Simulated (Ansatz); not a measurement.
# CaBC (P6_3/mmc), clamped-ion strain scan

The calculation used DFT PBE, scalar-relativistic, plane waves, PAW in Ansatz. Cutoff 420 eV, Γ-centred 18×18×6 k-points, Gaussian smearing of 0.15 eV. No spin polarisation. Energies are free energies at this smearing, counted from the undisturbed cell; pressure is positive in compression.

The undisturbed cell (relaxed at this level; it needn't be the usual structure):

```
CELL_PARAMETERS angstrom
2.96198 0.00000 0.00000
-1.48099 2.56515 0.00000
0.00000 0.00000 8.19338
ATOMIC_POSITIONS crystal
Ca 0.00000 0.00000 0.00000
Ca 0.00000 0.00000 0.50000
B 0.66667 0.33333 0.25000
B 0.33333 0.66667 0.75000
C 0.66667 0.33333 0.75000
C 0.33333 0.66667 0.25000
```

The cell is strained by ε times the Voigt pattern (1, 0, 0, 0, 0, 0) (xx, yy, zz, yz, xz, xy; engineering shear) with fractional coordinates fixed. The cell is metallic on the mesh throughout.

```csv
ε,ΔE (meV/atom),"stress summed along the pattern (GPa, tension positive)",pressure (GPa)
-0.0400,23.5,-18.97,7.6
-0.0200,5.6,-8.89,3.6
0.0000,0.0,0.02,0.0
0.0100,1.3,4.07,-1.6
0.0300,11.5,11.43,-4.5
```

Cost: 5 runs of about 3.8 core-minutes in all, on Arm Neoverse N1 (shared hosts).